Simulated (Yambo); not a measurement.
Yambo run on Ag₂S (space group P1, No. 1). The wavefunctions are norm-conserving PBEsol (Quantum ESPRESSO, 82 Ry, without SOC) ones on a 2×2×1 mesh (66 occupied bands); a = 4.435 Å, b = 4.620 Å, c = 9.806 Å, α = 99.78°, β = 98.20°, γ = 94.87°.

Yambo input:

```
rim_cut
HF_and_locXC
RandQpts= 1000000
RandGvec= 1 Ry
EXXRLvcs= 82 Ry
VXCRLvcs= 328 Ry
% QPkrange
 1 | 1 | 66 | 67 |
 2 | 2 | 66 | 67 |
 3 | 3 | 66 | 67 |
 4 | 4 | 66 | 67 |
%
```

k points by index: 1 = Γ, 2 = (0, -0.5, 0), 3 = (-0.5, 0, 0), 4 = (-0.5, -0.5, 0).

Table of the .hf output:

```
#    K-point    Band    Eo [eV]    Ehf [eV]    Vxc [eV]    Vnlxc [eV]
#
    1    66    -0.033995    -3.317953    -18.36835    -21.65231
    1    67    0.805089    2.056964    -18.03032    -16.77845
    2    66    0.000000    -3.482985    -18.02361    -21.50660
    2    67    1.812910    5.916306    -12.99170    -8.888308
    3    66    -0.137477    -3.837934    -18.69058    -22.39104
    3    67    1.501714    5.526364    -13.01170    -8.987054
    4    66    -0.687791    -4.529864    -18.67478    -22.51685
    4    67    2.070756    5.563808    -10.79338    -7.300331
```
Exchange alone, without screening.

Geometry of the Materials Project entry, not relaxed at this level.

The structure is a Materials Project entry; no match was found in the copy of COD used, and its stability was not checked.
